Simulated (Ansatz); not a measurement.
CeO$_{2}$:
```xyz
3
Lattice="0.0000 2.7189 2.7189 2.7189 0.0000 2.7189 2.7189 2.7189 0.0000" Properties=species:S:1:pos:R:3 pbc="T T T"
Ce     0.0000     0.0000     0.0000
O      1.3595     1.3595     1.3595
O      4.0784     4.0784     4.0784
```

Relaxed with r²SCAN.

**Question.** Map the valence electron density (e/Å³), cut off at 2 on the plane through (0.000, 0.000, 0.000) spanned by u = [1, 0, 0] and v = [-1, 1, 1] in lattice vectors, from plane-wave PAW r²SCAN (Ansatz code).

**Answer.** x is the fraction of u, y of v (the angle between them is 90°; rows are the nearest grid lines); atoms in the plane: Ce at (0.00, 0.00), O at (0.50, 0.25), O at (0.50, 0.75).
```
|%@@@#-.      .-#@@@%|
|@@@@*-.      .-*@@@@|
|@@@%+:........:+%@@@|
|##+-::-+%@@%+-::-+##|
|--::.:=@@@@@@=:.::--|
|.....:+@@@@@@+:.....|
|    .:+@@@@@@+:.    |
|     .=@@@@@@=.     |
|     .-*@@@@*-.     |
|       .::::.       |
|        ....        |
|                    |
|                    |
|        ....        |
|       .::::.       |
|     .-*@@@@*-.     |
|     .=@@@@@@=.     |
|    .:+@@@@@@+:.    |
|.....:+@@@@@@+:.....|
|--::.:=@@@@@@=:.::--|
|##+-::-+%@@%+-::-+##|
|@@@%+:........:+%@@@|
|@@@@*-.      .-*@@@@|
|%@@@#-.      .-#@@@%|
```
Scale: ten equal steps from 0.015 (start of ' ') to 2.00 (end of '@'), in the order ' .:-=+*#%@'; x runs from 0.000 to 1.00, y from 0.000 (bottom) to 1.00 (top).

The density is the valence pseudo-density with augmentation charge, so density and ELF within about 1 Å of a nucleus are not all-electron values.

Space group Fm-3m (fluorite). Symmetry was held in the r²SCAN relaxation. The run is not spin-polarised. The 4f shell is in the valence. No Hubbard U is applied. Spin–orbit coupling is left out wherever it is not named.

Potentials: the earlier of the program's two PAW sets. The files were generated under PBE; for other functionals the program regenerates the frozen cores, and for LDA and PBEsol the local potential too.
